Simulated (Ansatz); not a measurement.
Ba2TaBiO6 in space group R-3 (No. 148; Ba on 6c, Ta on 3b, Bi on 3a, O on 18f), r²SCAN (plane waves, PAW; program Ansatz). The conduction-band minimum lies at L, with 3 equivalent valleys. Second derivatives d²E/dk² of the lowest band at one valley (eV·Å²), along Cartesian directions:

```json
[
 {"direction": "[100]", "d²E/dk²": "20.95"},
 {"direction": "[010]", "d²E/dk²": "7.891"},
 {"direction": "[001]", "d²E/dk²": "16.22"},
 {"direction": "[110]", "d²E/dk²": "9.641"},
 {"direction": "[101]", "d²E/dk²": "24.29"},
 {"direction": "[011]", "d²E/dk²": "11.80"}
]
```

Find the principal effective masses, the density-of-states mass and the conductivity mass.

Off-diagonal terms follow from H_xy = H[110] − (H_xx + H_yy)/2, and m*/mₑ = 7.620 eV·Å² over each eigenvalue: 0.30, 0.57, 1.3. One valley's DOS mass (m₁m₂m₃)^(1/3) = 0.60, conductivity mass 3/(Σ 1/mᵢ) = 0.51 mₑ.

What effective density of states Nc follows at 300 K for parabolic valleys?

Nc = 2.509e19 × 3 × (0.60)^(3/2) ≈ 3.5e19 cm⁻³.

With the computed static dielectric constant 116 (mean of the diagonal), estimate a hydrogenic donor's binding energy and radius.

E = 13.606 eV × 0.51/116² ≈ 0.52 meV; a = 0.529 Å × ε/m* ≈ 120 Å. Semilocal masses tend to be too small when the gap is underestimated.

The workflow started from a Materials Project entry (that database holds measured and hypothetical structures alike); the Crystallography Open Database copy checked does not list it. Whether it is the stable phase at ambient conditions was not checked. The cell was relaxed with r²SCAN under the symmetry of its start; whether a distortion lowers the energy is not shown. No spin polarisation was allowed. Spin–orbit coupling is left out wherever it is not named.

Potentials: the later of the program's two PAW sets.
